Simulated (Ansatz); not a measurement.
Consider the following.

ZnO:
```yaml
crystal:
  lattice:
    - [3.27935, 0.00000, 0.00000]
    - [-1.63968, 2.84000, 0.00000]
    - [0.00000, 0.00000, 5.29369]
  atoms:
    - { symbol: Zn, position: [0.66667, 0.33333, 0.00213] }
    - { symbol: Zn, position: [0.33333, 0.66667, 0.50213] }
    - { symbol: O, position: [0.66667, 0.33333, 0.62307] }
    - { symbol: O, position: [0.33333, 0.66667, 0.12307] }
```

This is the PBE-relaxed structure. x, y and z are the axes in which the lattice vectors are written.

Task: All from PBE (plane waves, PAW; program Ansatz), unless another level is named. Give the electron effective mass.

Result: 0.14 mₑ (isotropic).

Task: And the hole effective mass, band 1 of 2 at the edge?

Result: 2.7 along x, 3.0 along z (mₑ).

Task: Next, the weight of the conduction-edge state by species (Voronoi cells)?

Result: Zn 56 %, O 44 %.

Task: Give the weight of the valence-edge state by species (Voronoi cells).

Result: O 70 %, Zn 30 %.

Space group P6_3mc (wurtzite). The PBE relaxation kept the symmetry of its start.

Potentials: the later of the program's two PAW sets.

Edges and masses are those of Kohn–Sham bands, whose gap is no quasiparticle gap.
